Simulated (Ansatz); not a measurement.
Cr3Ru:
Space group Pm-3n (No. 223); a = b = c = 4.5713 Å, α = β = γ = 90.00°

```
atom  site  symmetry       x       y       z
----  ----  --------  ------  ------  ------
Cr      6c     -4m.2  0.0000  0.5000  0.2500
Ru      2a      m-3.  0.0000  0.0000  0.0000
```

This is the PBEsol-relaxed structure.

Question: All from PBEsol (plane waves, PAW; program Ansatz), unless another level is named. Give the Debye temperature from the elastic constants.

Answer: 522 K.

Question: Give the elastic constants (relaxed ions, GPa).

Answer: C11 = 475, C12 = 197, C44 = 99.9.

Question: Give the highest zone-centre frequency.

Answer: 280 cm⁻¹.

The first step of the workflow began from a Materials Project structure, measured or hypothetical; the Crystallography Open Database copy checked does not list it. Whether it is the stable phase at ambient conditions was not checked. The cell was relaxed with PBEsol under the symmetry of its start; its stability against distortions is not shown here. No spin polarisation was allowed. As this level gives no gap, shear constants depend on the k-mesh and smearing (Fermi–Dirac, 0.1 eV here). As this level gives no gap, phonon frequencies hold no LO–TO term and depend on the k-mesh and smearing (Fermi–Dirac, 0.1 eV here). On the denser mesh and wider smearing of the elastic run this cell carries a stress of 0.4 GPa.

Potentials: the later of the program's two PAW sets.
